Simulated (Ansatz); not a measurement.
BaTe (rock salt, Fm-3m), DFT-r²SCAN in the program Ansatz with PAW potentials. The conduction-band minimum lies at X, with 3 equivalent valleys. Second derivatives d²E/dk² of the lowest band at one valley (eV·Å²), along Cartesian directions:

| direction | d²E/dk² |
|---|---|
| [100] | 5.960 |
| [010] | 26.93 |
| [001] | 26.93 |
| [110] | 16.45 |
| [101] | 16.45 |
| [011] | 26.92 |

### Question
Find the principal effective masses, the density-of-states mass and the conductivity mass.

### Answer
Off-diagonal terms follow from H_xy = H[110] − (H_xx + H_yy)/2, and m*/mₑ = 7.620 eV·Å² over each eigenvalue: 0.28, 0.28, 1.3. One valley's DOS mass (m₁m₂m₃)^(1/3) = 0.47, conductivity mass 3/(Σ 1/mᵢ) = 0.38 mₑ.

### Question
What effective density of states Nc follows at 300 K for parabolic valleys?

### Answer
Nc = 2.509e19 × 3 × (0.47)^(3/2) ≈ 2.4e19 cm⁻³.

The cell was relaxed with r²SCAN under the symmetry of its start. Scalar-relativistic: spin–orbit coupling is off unless named, which matters more the heavier the elements.

Potentials: the later of the program's two PAW sets.

Edges and masses are those of Kohn–Sham bands, whose gap is no quasiparticle gap.
